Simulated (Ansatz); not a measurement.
Sn (diamond, space group No. 227) at seven volumes, r²SCAN (plane waves, PAW; program Ansatz), scaled uniformly. One row is withheld.

```
V (Å³/atom)  P (GPa)
-----------  -------
32.231          5.07
33.294          3.08
34.356          1.41
35.419          0.00
36.481             ?
37.544         -2.16
38.606         -2.98
```

Task: Fit the shown pressures and predict the withheld one.

Result: P = (3/2)B₀(x^(7/2) − x^(5/2))[1 + (3/4)(B′ − 4)(x − 1)] with x = (V₀/V)^(2/3). Least squares on the six rows gives V₀ = 35.423 Å³/atom, B₀ = 42.7 GPa, B′ = 4.85. At V = 36.481, x = 0.9806 and P = -1.17 GPa. The run itself gave -1.18 GPa.

Space group Fd-3m (diamond). This is a known low-temperature phase of the composition, computed here at zero pressure and temperature. The r²SCAN relaxation kept the symmetry of its start; of distortions, only those at the zone centre were tested. Scalar-relativistic: spin–orbit coupling is off unless named, which matters more the heavier the elements.

Potentials: the earlier of the program's two PAW sets.
